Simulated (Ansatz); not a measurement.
Input:

SiO$_{2}$:
```cif
data_O6Si3
_chemical_formula_sum 'Si3 O6'
_space_group_name_H-M_alt 'P 1'
_space_group_IT_number 1
_cell_length_a 4.92091
_cell_length_b 4.92091
_cell_length_c 5.41640
_cell_angle_alpha 90.000
_cell_angle_beta 90.000
_cell_angle_gamma 120.000
loop_
_space_group_symop_operation_xyz
  'x, y, z'
loop_
_atom_site_label
_atom_site_type_symbol
_atom_site_fract_x
_atom_site_fract_y
_atom_site_fract_z
_atom_site_occupancy
Si1 Si 0.53101 0.53101 0.00000 1
Si2 Si 0.46899 0.00000 0.33333 1
Si3 Si 0.00000 0.46899 0.66667 1
O1 O 0.26901 0.41323 0.78461 1
O2 O 0.58677 0.85578 0.11794 1
O3 O 0.14422 0.73099 0.45127 1
O4 O 0.41323 0.26901 0.21539 1
O5 O 0.85578 0.58677 0.88206 1
O6 O 0.73099 0.14422 0.54873 1
```

This is the r²SCAN-relaxed structure.

### Question
All from plane-wave PAW r²SCAN (Ansatz code), unless another level is named. Estimate the formation energy from the elements (no fitted shifts).

### Answer
-2.99 eV/atom.

### Question
Give the smallest direct gap on the standard path.

### Answer
6.88 eV.

### Question
What about the band gap?

### Answer
6.60 eV (indirect).

### Question
Give the valence-band maximum.

### Answer
at K.

### Question
Predict the conduction-band minimum.

### Answer
at Γ.

Space group P3_121. The r²SCAN relaxation kept the symmetry of its start. The references are the lowest solids computed at this level, not always the standard phases (solids in place of the gases).

Potentials: the later of the program's two PAW sets.
